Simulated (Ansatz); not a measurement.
A geometry of ZrO$_{2}$ away from equilibrium: step 2 of the relaxation of a generated cell, ZrO2 built in the AFLOW prototype A2B_oC12_63_2c_c (C49, as in ZrSi2). These are PBE (plane waves to 420 eV, PAW, scalar-relativistic; Ansatz, an electronic-structure program) values and carry that method's errors. Γ-centred k-mesh 7×7×7 on the run's cell (coarser than for final values), Fermi–Dirac smearing 0.05 eV. The plane waves were selected for a different cell earlier on the path.

```yaml
crystal:
  lattice:
    - [1.59503, -6.29909, 0.00000]
    - [1.59503, 6.29909, 0.00000]
    - [0.00000, 0.00000, 3.26473]
  atoms:
    - { symbol: O, position: [0.93257, 0.06743, 0.25000] }
    - { symbol: O, position: [0.06743, 0.93257, 0.75000] }
    - { symbol: O, position: [0.25091, 0.74909, 0.25000] }
    - { symbol: O, position: [0.74909, 0.25091, 0.75000] }
    - { symbol: Zr, position: [0.61902, 0.38098, 0.25000] }
    - { symbol: Zr, position: [0.38098, 0.61902, 0.75000] }
```

### Question
What forces act on the atoms (eV/Å)?

### Answer
```csv
atom,Fx,Fy,Fz
O1,0.00,1.48,0.00
O2,0.00,-1.48,0.00
O3,0.00,-0.09,0.00
O4,0.00,0.09,0.00
Zr5,0.00,-5.13,0.00
Zr6,0.00,5.13,0.00
```

The path ends in Cmcm (No. 63). No spin polarisation in the result. No dispersion correction is included, so spacings between layers, chains or molecules are soft and tend to come out too large.

The run could not lose the symmetry of its start: the end is stationary, and may be a saddle point rather than a minimum.

The end of the path is a generated cell of ZrO2: the first start was made by placing the elements on the sites of a structure type, and the end was not matched to a known phase here, so it may be hypothetical. Known forms of ZrO2 include space group No. 14, 137, 225.
